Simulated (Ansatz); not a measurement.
Ni (fcc, Cu type)

```xyz
1
Lattice="0.0000 1.7592 1.7592 1.7592 0.0000 1.7592 1.7592 1.7592 0.0000" Properties=species:S:1:pos:R:3 pbc="T T T"
Ni     0.0000     0.0000     0.0000
```

The slice is a {100} plane (indices of the conventional cell) through the point (0.000, 0.000, 0.000) (fractional), spanned by u = [100] and v = [0 1 -1] in vectors of this cell: u (2.49 Å) and v (2.49 Å, at 90° to u). It covers one period; positions are fractions (u, v).

Level of theory: PBE (plane waves to 420 eV, PAW, scalar-relativistic; Ansatz, a quantum-chemistry and plane-wave program). k mesh 23×23×23. Near the nuclei the fields are pseudised (PAW); where an atom keeps semicore shells as valence, they peak there. Ni was relaxed with its symmetry unable to fall. Relaxed Ni ends ferromagnetic. Other magnetic orders were not checked, so this need not be the ground state.

Problem. What is the ELF at the midpoint of the shortest Ni–Ni line in this plane (2.49 Å)?

Solution. 0.25.

Problem. What is the valence density on the shortest Ni–Ni line in this plane (2.49 Å), at its midpoint?

Solution. 0.31 e/Å³.

Problem. Predict the map of the ELF of the up spins on the slice.

Solution. 
| v \ u | 0.00 | 0.12 | 0.25 | 0.38 | 0.50 | 0.62 | 0.75 | 0.88 |
|---|---|---|---|---|---|---|---|---|
| 0.88 | x | x | 0.26 | 0.17 | 0.22 | 0.17 | 0.26 | x |
| 0.75 | 0.29 | 0.26 | 0.19 | 0.17 | 0.24 | 0.17 | 0.19 | 0.26 |
| 0.62 | 0.18 | 0.17 | 0.17 | 0.22 | 0.24 | 0.22 | 0.17 | 0.17 |
| 0.50 | 0.21 | 0.22 | 0.24 | 0.24 | 0.24 | 0.24 | 0.24 | 0.22 |
| 0.38 | 0.18 | 0.17 | 0.17 | 0.22 | 0.24 | 0.22 | 0.17 | 0.17 |
| 0.25 | 0.29 | 0.26 | 0.19 | 0.17 | 0.24 | 0.17 | 0.19 | 0.26 |
| 0.12 | x | x | 0.26 | 0.17 | 0.22 | 0.17 | 0.26 | x |
| 0.00 | x | x | 0.29 | 0.18 | 0.21 | 0.18 | 0.29 | x |

Values: ELF of the up spins. Points within 0.5 Å of a nucleus are blanked (x), as the pseudised field means little there.
